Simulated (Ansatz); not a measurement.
Ti (hcp, Mg type)

```
Ti
1.0
    2.93885     0.00000     0.00000
   -1.46943     2.54512     0.00000
    0.00000     0.00000     4.64996
Ti
2
Direct
  0.33333   0.66667   0.75000
  0.66667   0.33333   0.25000
```

This relaxed cell (volume V₀) is scaled evenly in all directions, its shape held. Symmetry pins the atoms to their sites.

All values below come from PBE (plane waves to 420 eV, PAW, scalar-relativistic; Ansatz, an electronic-structure program). k mesh 18×18×10 (Γ-centred), Fermi-Dirac smearing 0.05 eV. E stands for the smeared free energy. With the shape held, the modulus is that of even scaling; a crystal free to change shape is softer. The PAW data are Ansatz's earlier set. Ti is run without spin polarisation. Ti was relaxed with its symmetry unable to fall. ΔE is measured from the relaxed starting cell. The last digit holds for this mesh only.

```
V (Å³/atom)  ΔE (meV/atom)
-----------  -------------
14.608               202.0
15.072               134.0
15.535                82.0
15.999                44.1
16.463                18.8
16.926                 4.5
17.390                 0.0
17.854                 4.2
18.318                16.0
18.781                34.5
19.245                59.1
19.709                88.8
20.173               123.2
```

Question: What is the fitted pressure derivative B₀′?

Answer: 3.6.

Question: What bulk modulus at fixed cell shape B₀ follows from a third-order Birch-Murnaghan fit?

Answer: 112 GPa. Check by three points about V = 17.390 Å³/atom, step 0.927: d²E/dV² ≈ (19 − 2·0 + 16) meV / 0.927² = 0.0407 eV/Å⁶, and V·d²E/dV² × 160.2 = 113 GPa.

(A scan under strain: stresses follow from slopes of the energy per volume, elastic moduli from its curvatures.)
